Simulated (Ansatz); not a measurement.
input.yaml

```yaml
crystal:
  lattice:
    - [7.902881, 0.008298, 0.022039]
    - [-0.00871, 7.253153, -0.038394]
    - [0.018779, -0.035836, 7.441037]
  atoms:
    - { symbol: Li, position: [0.4533372403, 0.8580287389, 0.6034828205] }
    - { symbol: Li, position: [0.9590997264, 0.6784211594, 0.501976323] }
    - { symbol: Li, position: [0.6361432047, 0.379795652, 0.2557092446] }
    - { symbol: Li, position: [0.1852542183, 0.771795124, 0.0134675642] }
    - { symbol: Li, position: [0.4469784354, 0.4799691957, 0.8505134748] }
    - { symbol: Li, position: [0.1439207576, 0.0993383015, 0.2877096956] }
    - { symbol: Li, position: [0.7583899864, 0.7790116957, 0.8915765523] }
    - { symbol: Li, position: [0.2745053251, 0.4518205175, 0.4184210947] }
    - { symbol: Cl, position: [0.9307748383, 0.3580255251, 0.3915474863] }
    - { symbol: Cl, position: [0.7843082244, 0.929009617, 0.596823034] }
    - { symbol: Cl, position: [0.1189826937, 0.5712737659, 0.7659524258] }
    - { symbol: Cl, position: [0.1944606364, 0.7633293574, 0.3291264429] }
    - { symbol: Cl, position: [0.9611553332, 0.9928751236, 0.0252063648] }
    - { symbol: Cl, position: [0.539232081, 0.5372142896, 0.5302218528] }
    - { symbol: Cl, position: [0.4647484408, 0.8161755345, 0.9235261216] }
    - { symbol: Cl, position: [0.7399836983, 0.4441228577, 0.9544376491] }
    - { symbol: Cl, position: [0.2691511798, 0.1403425807, 0.5990024666] }
    - { symbol: Cl, position: [0.3527350607, 0.3031276074, 0.1418181208] }
    - { symbol: Ca, position: [0.9579799521, 0.2315138158, 0.7423540999] }
basis:
  ecutwfc: 420
kpoints:
  mp_grid: { grid: [3, 3, 3] }
hamiltonian:
  xc: pbe
scf:
  occupations: { method: gaussian, width: 0.02 }
  n_extra_bands: 9
output:
  forces: true
  stress: true
  eigenvalues: true
  populations: true
  dos:
    method: { smearing: { sigma: 0.1, scheme: gaussian } }
    projected: true
    de: 0.02
  write_density: true
  write_potential: true
  elf: true
  volumetric_format: npy
```

Command:
```bash
ansatz run input.yaml --threads 2 --pin off --max-ram 5120MiB --backend cpu --events-out ev --progress --plain --runs-dir out
```

Method: DFT PBE, scalar-relativistic, plane waves, PAW in Ansatz 0.2.0.

Abridged output (final results; tables in files aren't shown):

```
SCF 1 converged in 8 iterations: F = -14284.640492 eV  dr2 = 8.63e-8
SCF converged after 8 iterations
Free energy (F): -14284.640492 eV
Harris-Foulkes:  -14284.640492 eV  (|F-HF|=7.49e-8)
Internal energy: -14284.640492 eV  (E = F + TS)
E sigma→0 (E₀):  -14284.640492 eV
Fermi energy:    2.961972 eV
--- Per-component energies (eV) ---
  E_band       = -1185.710027
  E_kinetic    = 2068.603354
  E_local      = -5026.350988  (includes V_loc(G=0)·N_el)
  E_nonlocal   = 82.404791
  E_hartree    = 1667.677574
  E_xc         = -1300.287292
  E_vxc        = -1509.551945  (∫ρ·V_xc dr)
  E_paw        = -7620.408243  (= ΣΔE_a)
  E_vpaw       = -136.176619  (= ΣTr[D̂ρ^β])
  E_aug_tail   = 0.001010  (compensation charges beyond the density's cutoff)
  E_ewald      = -4156.280698
  E_smearing   =  0.000000  (= −TS)
--- Forces (eV/Å), atoms counted from 1 ---
  atom   1  Li     0.00433072    -0.00214722    -0.00212495
  atom   2  Li     0.00274282     0.00499636     0.00238770
  atom   3  Li    -0.00123233     0.00381783     0.00587768
  atom   4  Li    -0.00142594    -0.01171239    -0.00756028
  atom   5  Li     0.00317914    -0.00045199    -0.00057329
  atom   6  Li     0.00431001     0.00167854     0.00070508
  atom   7  Li    -0.00520223    -0.00713543    -0.00180619
  atom   8  Li     0.01120606    -0.00548595     0.00362548
  atom   9  Cl    -0.01262544     0.01140160    -0.01249514
  atom  10  Cl    -0.01651649     0.01410728     0.00997597
  atom  11  Cl     0.02108961     0.00616197    -0.01237775
  atom  12  Cl    -0.00028907     0.02055866    -0.00159270
  atom  13  Cl     0.00177336     0.00488082    -0.00570635
  atom  14  Cl    -0.00175691    -0.01093440    -0.01208913
  atom  15  Cl     0.00724969    -0.00032744     0.01242619
  atom  16  Cl    -0.01855868     0.00496449     0.00048752
  atom  17  Cl     0.00756805    -0.01301233     0.00521567
  atom  18  Cl    -0.01005005    -0.00209751     0.01198061
  atom  19  Ca     0.00420546    -0.01925059     0.00363212
--- Stress (GPa, compression-positive) ---
        0.023394       0.011980       0.031003
        0.011979       0.024825       0.020247
        0.031004       0.020246      -0.004497
  P = ⅓ Tr σ = 0.0146 GPa (0.146 kbar)
--- Band table (eV; the first three rows and the last of 14) ---
  k-point 0: bands = ["-43.4377", "-43.3890", "-43.3631", "-43.3520", "-43.2993", "-43.2954", "-43.0378", "-43.0259", "-38.3315", "-19.3822", "-19.3551", "-19.3476", "-12.8827", "-12.5923", "-12.5209", "-12.4951", "-12.4799", "-12.4416", "-12.2649", "-12.2244", "-12.1760", "-12.0791", "-2.2179", "-2.0014", "-1.9505", "-1.8484", "-1.7337", "-1.6461", "-1.5961", "-1.5412", "-1.4651", "-1.2803", "-1.2001", "-1.0883", "-1.0307", "-0.9778", "-0.8467", "-0.7989", "-0.6745", "-0.5819", "-0.5306", "-0.4744", "-0.3700", "-0.3005", "-0.2508", "-0.1669", "-0.0952", "0.0332", "0.0678", "0.1072", "0.2100", "0.2477", "5.6616", "6.4752", "6.5286", "6.6104", "7.2446", "7.3742", "7.5673", "7.8675", "8.0261"] ...
  k-point 1: bands = ["-43.4377", "-43.3890", "-43.3631", "-43.3520", "-43.2993", "-43.2954", "-43.0378", "-43.0259", "-38.3315", "-19.3822", "-19.3551", "-19.3477", "-12.8313", "-12.6556", "-12.5626", "-12.4935", "-12.4479", "-12.4212", "-12.2754", "-12.2199", "-12.1837", "-12.0676", "-2.1862", "-2.0194", "-1.9866", "-1.8892", "-1.7680", "-1.5914", "-1.5637", "-1.4649", "-1.4083", "-1.3128", "-1.1618", "-1.0405", "-0.9816", "-0.9543", "-0.8335", "-0.7704", "-0.7036", "-0.6468", "-0.5783", "-0.4714", "-0.3892", "-0.3003", "-0.2645", "-0.2020", "-0.1121", "-0.0547", "0.0879", "0.1298", "0.1520", "0.2055", "6.1049", "6.4371", "6.5430", "6.6013", "7.0867", "7.2948", "7.4946", "7.5313", "7.9289" ...
  k-point 2: bands = ["-43.4377", "-43.3890", "-43.3631", "-43.3520", "-43.2993", "-43.2954", "-43.0378", "-43.0259", "-38.3315", "-19.3822", "-19.3552", "-19.3476", "-12.8227", "-12.6723", "-12.5236", "-12.5040", "-12.4610", "-12.4405", "-12.2831", "-12.2303", "-12.1448", "-12.0759", "-2.1891", "-2.0919", "-1.9609", "-1.8401", "-1.7593", "-1.6404", "-1.5694", "-1.4757", "-1.3417", "-1.2890", "-1.2566", "-1.1494", "-1.0163", "-0.9204", "-0.7988", "-0.7487", "-0.6970", "-0.5768", "-0.4934", "-0.4518", "-0.3654", "-0.2880", "-0.2638", "-0.1991", "-0.1216", "-0.0354", "0.0243", "0.0842", "0.1667", "0.2163", "6.1319", "6.4073", "6.4685", "6.6220", "7.0844", "7.3010", "7.5101", "7.6467", "7.9388" ...
  k-point 13: bands = ["-43.4377", "-43.3890", "-43.3631", "-43.3520", "-43.2993", "-43.2954", "-43.0378", "-43.0259", "-38.3315", "-19.3822", "-19.3552", "-19.3477", "-12.7674", "-12.6514", "-12.5660", "-12.5338", "-12.5100", "-12.4206", "-12.3096", "-12.2223", "-12.1190", "-12.0596", "-2.1903", "-1.9933", "-1.9095", "-1.8470", "-1.7148", "-1.6599", "-1.5627", "-1.4848", "-1.3790", "-1.2633", "-1.1913", "-1.1116", "-1.0404", "-0.9291", "-0.8892", "-0.8149", "-0.7481", "-0.6560", "-0.5294", "-0.4879", "-0.4001", "-0.3152", "-0.2459", "-0.1812", "-0.0750", "-0.0385", "0.0599", "0.0937", "0.1875", "0.2141", "6.3538", "6.3810", "6.4563", "6.7623", "7.0597", "7.3240", "7.4581", "7.6099", "7.8547 ...
--- Löwdin populations: 19 sites ---
  site symbol q [e]
     0     Li      2.2919
     1     Li      2.3043
     2     Li      2.2795
     3     Li      2.3010
     4     Li      2.3039
     5     Li      2.3077
     6     Li      2.3006
     7     Li      2.3207
     8     Cl      7.6461
     9     Cl      7.6582
    10     Cl      7.6509
    11     Cl      7.6425
    12     Cl      7.6559
    13     Cl      7.6546
    14     Cl      7.6594
    15     Cl      7.6628
    16     Cl      7.6542
    17     Cl      7.6528
    18     Ca      8.3349
  spilling = 0.006904 (of n_electrons = 104.000000)
```

Self-consistency was reached.

The run took 59 s on 2 threads of Arm Neoverse N1 (shared host), peak memory 0.77 GiB.